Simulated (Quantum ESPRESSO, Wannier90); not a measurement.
# Wannierisation of HfS2 (CdI2 type)

```yaml
crystal:
  lattice:
    - [3.63966, 0.00000, 0.00000]
    - [-1.81983, 3.15204, 0.00000]
    - [0.00000, 0.00000, 6.05556]
  atoms:
    - { symbol: Hf, position: [0.00000, 0.00000, 0.00000] }
    - { symbol: S, position: [0.66667, 0.33333, 0.76395] }
    - { symbol: S, position: [0.33333, 0.66667, 0.23605] }
```

Materials Project entry mp-985829; symmetrised, unrelaxed at this level. Not found in the COD (Crystallography Open Database) copy used; not checked further. Computed values, not measurements, from PBEsol: Quantum ESPRESSO (norm-conserving PseudoDojo potentials, cutoff 47 Ry, no spin polarisation, no spin-orbit coupling) on a Γ-centred 12×12×6 mesh, then Wannier90. Density: 12×12×6 mesh, cold smearing 0.01 Ry. The cell is built of weakly bound layers, chains or molecules, whose nearest atoms lie 3.83 Å apart. Database cells relaxed without dispersion often hold them too far apart, which can enlarge gaps and weakens couplings between them; spacing and stacking were not compared with the measured crystal. Spin-orbit coupling is left out although heavy elements are present.

Energies are relative to the valence-band maximum.

**Bands.** A Kohn-Sham gap of 1.12 eV opens above band 12. 4 filled groups are cut off by gaps; the highest, bands 7–12, spans -4.92 to 0.00 eV and is S 3p 75 %, Hf 5d 19 %.

**Valence functions.** The best of several starts gives 8 functions with Ω_total = 14.52 Å², 86 % of it gauge-invariant: 6 of 1.85 Å² at 0.68 Å from S; 2 of 1.72 Å² at 0.32 Å from S.

**Model.** 11 functions (Hf d, S p) from bands 7-27, frozen to 2.63 eV, reach Ω_I = 19.48 Å² and follow pw.x to 0.3 meV rms (states up to 2.1 eV relative to the valence-band maximum).

**Frozen window.** Edge, Ω_I and misfit go 1.6 eV, 18.91 Å², 21 meV; 2.6 eV, 19.48 Å², 0.3 meV; 3.6 eV, 20.28 Å², 0.2 meV. Ω_I never falls as the edge rises, since each frozen state takes freedom from the choice of the smoothest subspace. The edges under the compared range leave its upper states unfrozen, and their misfit is the largest.

**Outer window.** The setting "only the lowest 16 of the kept bands" raises Ω_I to 21.47 Å², as fewer states are left to mix in, and the misfit goes to 0.3 meV.
